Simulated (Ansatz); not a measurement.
CuPt, in the lowest of the structures calculated here: R-3m, hexagonal axes (No. 166), hR2; a = b = 2.698 Å, c = 12.750 Å, α = β = 90.00°, γ = 120.00°; Cu 3a (0.000, 0.000, 0.000); Pt 3b (0.000, 0.000, 0.500). Computed with PBEsol (plane waves to 420 eV, PAW, scalar-relativistic; Ansatz, an electronic-structure program). Element references, the lowest calculated here: Pt (Fm-3m), Cu (Fm-3m).

Total energies (eV/atom, σ → 0; comparable only within this code, potentials and settings):

```tsv
phase	E (eV/atom)
CuPt (R-3m)	-9486.449
Pt (Fm-3m)	-12383.821
Cu (Fm-3m)	-6588.774
Cu3Pt (Pm-3m)	-8037.663
```

**Question.** What is the formation energy of this R-3m form of CuPt from the elements?

**Answer.** E_f = -9486.449 − [1 × (-6588.774) + 1 × (-12383.821)] / 2 = -0.15 eV/atom (-0.3 eV per formula unit).

**Question.** Is it stable against the other phases calculated?

**Answer.** Yes: the most favourable decomposition, CuPt → 0.33 Cu3Pt + 0.67 Pt (Pt Fm-3m, Cu3Pt Pm-3m), costs 0.07 eV/atom.

**Question.** Over what range of chemical potentials is CuPt stable among the phases calculated here? Give the corners of its window as Δμ = μ − μ(element).

**Answer.** 
| in equilibrium with | Δμ(Cu) (eV) | Δμ(Pt) (eV) |
|---|---|---|
| Pt | -0.30 | 0.00 |
| Cu3Pt | -0.10 | -0.20 |

At every corner Σ nΔμ equals the formation energy, about -0.3 eV per formula unit; the corners carry the error of several atoms' energies, a few 0.01 eV.

This is the hull of the energies calculated here, no anion corrections; phases that were not calculated are missing from it. Values are rounded to 0.01 eV/atom. Spin-orbit coupling is missing from these energies, which matters for elements this heavy. The compounds carry no spin polarisation.
